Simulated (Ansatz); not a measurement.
**TiO2 — Ti-49 nuclear quadrupole resonance**

Cell: a structure deposited in the COD, ions relaxed with PBE at fixed cell.

Space group Pbca (No. 61); a = 5.1490, b = 9.1750, c = 5.4590 Å.

| site | Wyckoff | site symmetry | x | y | z |
| --- | --- | --- | --- | --- | --- |
| Ti | 8c | 1 | 0.1390 | 0.1290 | 0.9050 |
| O9 | 8c | 1 | 0.8157 | 0.0095 | 0.8509 |
| O17 | 8c | 1 | 0.4642 | 0.2301 | 0.8912 |

One atom of each set is listed.

All values are calculated (Ansatz; DFT, PBE, plane waves and PAW (field gradients read without the response of the frozen cores, which leaves them typically 4 to 6 % off), scalar-relativistic, 420 eV cutoff, Γ-centred 4×3×4 k-points, Fermi–Dirac smearing 0.02 eV), not measured.

Ti-49: I = 7/2, Q = 247.0 mb (year-2017 value). Static lattice, zero field.

(1) Predict the zero-field Ti-49 lines of each site.

(2) And for 47Ti (I = 5/2, Q = 302.0 mb) on Ti?

Answers

(1) For I = 7/2 and η = 0 the lines are |C_Q|/14 times 1, 2 and 3; η shifts the lowest up most.

```json
{"site": "Ti", "atoms": "8", "V_zz (10²¹ V/m²)": "1.96", "C_Q (MHz)": "11.7", "η": "0.93", "line frequencies (MHz)": "1.55, 2.11, 2.27"}
```

(2) C_Q scales with Q to 14.3 MHz, with lines at 3.60, 3.82, 7.42 MHz.

At this cell the principal stresses reach 5 GPa in size with PBE, which can matter for small gradients.
